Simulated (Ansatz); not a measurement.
Input for Ansatz (plane-wave DFT, PAW):

```yaml
crystal:
  lattice:
    - [0.0, 1.8889577423, 1.8889577423]
    - [1.8889577423, 0.0, 1.8889577423]
    - [1.8889577423, 1.8889577423, 0.0]
  atoms:
    - { symbol: Pd, position: [0.0, 0.0, 0.0] }
basis:
  ecutwfc: 420
kpoints:
  mp_grid: { grid: [18, 18, 18] }
hamiltonian:
  xc: pbe
scf:
  occupations: { method: gaussian, width: 0.1 }
output:
  forces: true
  stress: true
  eigenvalues: true
```

Command:
```bash
ansatz run input.yaml --threads 1 --pin off --max-ram 2560MiB --backend cpu --events-out ev --progress --plain --runs-dir out
```

Level of theory: Ansatz, DFT PBE, scalar-relativistic, plane waves, PAW.

Part of what the program printed, abridged:

```
Pseudopotentials: kind: paw
Pseudopotential: Pd, paw, valence charge 18, recommended cutoff 420 eV (normal)
Functional definition: PBE
Crystal: 1 atom, lattice volume = 13.480 Å³
Basis set: ecut = 420 eV, 259 PW (Γ), exchange–correlation on 36×36×36 points (8 copies of the dense FFT grid, shifted against one another)
Bands: 13, of which v1, the nominal top of the filled ones, is band 9 counted from 1 (8 counted from 0)
Symmetry: 48 space group operations
Space group: Fm-3m (ITA 225), of the structure as read, at distance tolerance 2.4e-5 Å
k-points: 195 of 5832
Initial density: superposition of atomic densities (neutral atoms: chi_scale 0, normalization atom), corrected by the library's trained network
Initial wavefunctions: pseudopotential atomic-orbital guess
Functional: x = pbe(κ = 0.804, μ = 0.21951497), c = pbe(β = 0.06672455)
SCF iter   1: F=—  HF=-6972.705568 eV  |F-HF|=—  |Δ(HF+E_count)|=         —  Δρ=4.44e-3  dr2=2.22e-3  ethr=1.77e-3  ⟨swp⟩=5.0  Hψ=14748  notcnv=0
SCF iter   2: F=—  HF=-6972.705199 eV  |F-HF|=—  |Δ(HF+E_count)|=   3.69e-4  Δρ=2.17e-3  dr2=3.22e-4  ethr=1.23e-5  ⟨swp⟩=2.4  Hψ=5181  notcnv=0
SCF iter   3: F=—  HF=-6972.705137 eV  |F-HF|=—  |Δ(HF+E_count)|=   6.13e-5  Δρ=8.30e-4  dr2=2.37e-5  ethr=1.79e-6  ⟨swp⟩=2.3  Hψ=3696  notcnv=0
SCF iter   4: F=—  HF=-6972.705171 eV  |F-HF|=—  |Δ(HF+E_count)|=   3.34e-5  Δρ=1.11e-4  dr2=4.21e-7  ethr=1.32e-7  ⟨swp⟩=2.4  Hψ=4280  notcnv=0
SCF iter   5: F=-6972.705172 eV  HF=-6972.705172 eV  |F-HF|=9.28e-11  |Δ(HF+E_count)|=   7.63e-7  Δρ=5.60e-6  dr2=1.64e-9  ethr=2.34e-9  ⟨swp⟩=2.6  Hψ=4111  notcnv=0
SCF iter   6: F=-6972.705172 eV  HF=-6972.705172 eV  |F-HF|=7.28e-12  |Δ(HF+E_count)|=  5.78e-10  Δρ=6.89e-7  dr2=1.98e-11  ethr=9.12e-12  ⟨swp⟩=1.5  Hψ=7583  notcnv=0
SCF 1 converged in 6 iterations: F = -6972.705172 eV  dr2 = 1.98e-11
SCF converged after 6 iterations
Free energy (F): -6972.705172 eV
Harris-Foulkes:  -6972.705172 eV  (|F-HF|=7.28e-12)
Internal energy: -6972.694911 eV  (E = F + TS)
E sigma→0 (E₀):  -6972.700042 eV
Entropy (-TS):   -0.010260 eV (-10.260 meV/atom)
Fermi energy:    22.346623 eV
--- Per-component energies (eV) ---
  E_band       = -97.272348
  E_kinetic    = 516.637567
  E_local      = -1622.123227  (includes V_loc(G=0)·N_el)
  E_nonlocal   = 217.008358
  E_hartree    = 667.126474
  E_xc         = -169.987816
  E_vxc        = -213.433682  (∫ρ·V_xc dr)
  E_paw        = -3750.350071  (= ΣΔE_a)
  E_vpaw       = -329.614645  (= ΣTr[D̂ρ^β])
  E_aug_tail   = 0.000206  (compensation charges beyond the density's cutoff)
  E_ewald      = -2831.006403
  E_smearing   = -0.010260  (= −TS)
--- Forces (eV/Å), atoms counted from 1 ---
  atom   1  Pd     0.00000000     0.00000000     0.00000000
--- Stress (GPa, compression-positive) ---
       30.531250       0.000000       0.000000
        0.000000      30.531250       0.000000
        0.000000       0.000000      30.531250
  P = ⅓ Tr σ = 30.5312 GPa (305.312 kbar)
--- Band table (eV; the first three rows and the last of 195) ---
  k-point 0: bands = ["-62.0925", "-27.5143", "-27.5143", "-27.5143", "14.4726", "19.0569", "19.0569", "19.0569", "20.9239", "20.9239", "39.3375", "44.5421", "44.5421"]
  k-point 1: bands = ["-62.0901", "-27.5319", "-27.5167", "-27.5167", "14.5950", "19.0093", "19.1019", "19.1019", "20.9008", "20.9008", "39.4894", "43.8213", "44.6972"]
  k-point 2: bands = ["-62.0830", "-27.5825", "-27.5238", "-27.5238", "14.9472", "18.8911", "19.2192", "19.2192", "20.8518", "20.8518", "39.8746", "42.3155", "45.1569"]
  k-point 194: bands = ["-61.9832", "-27.9184", "-27.8617", "-27.7304", "17.2754", "18.0274", "18.8797", "20.8486", "22.6989", "31.0109", "32.5660", "33.4748", "34.7029"]
```

The calculation finished and met its thresholds.

It took 1.1 s on 1 thread of Intel(R) Xeon(R) 6975P-C (Granite Rapids), on a shared host, peak memory 0.35 GiB.